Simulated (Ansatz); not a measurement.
Given:

ZrSe2 (CdI2 type)

```
ZrSe2
1.0
    3.73508     0.00000     0.00000
   -1.86754     3.23468     0.00000
    0.00000     0.00000     6.03154
Zr Se
1 2
Direct
  0.00000   0.00000   0.00000
  0.33333   0.66667   0.26507
  0.66667   0.33333   0.73493
```

This relaxed cell (volume V₀) is scaled evenly in all directions, its shape held. The atoms relax within the cell's symmetry.

These are PBE-D3(BJ) (plane waves to 420 eV, PAW, scalar-relativistic; Ansatz, an electronic-structure program) values and carry that method's errors. k mesh 14×14×8 (Γ-centred), Fermi-Dirac smearing 0.05 eV. E stands for the smeared free energy. Compression counts positive. With the shape held, the modulus is that of even scaling; a crystal free to change shape is softer. At this level the bands of ZrSe2 touch or barely overlap; measurements give the solid a gap. ZrSe2 is run without spin polarisation. ZrSe2 was relaxed with its symmetry unable to fall. ΔE is measured from the relaxed starting cell.

The scan covers V/V₀ from 0.900 to 1.100 in 9 points.

Task: What is the fitted pressure derivative B₀′?

Result: 4.5.

Task: What bulk modulus at fixed cell shape B₀ follows from a third-order Birch-Murnaghan fit?

Result: 39.2 GPa.

(Under strain, the slope of the energy per volume gives the stress and its curvature an elastic modulus.)
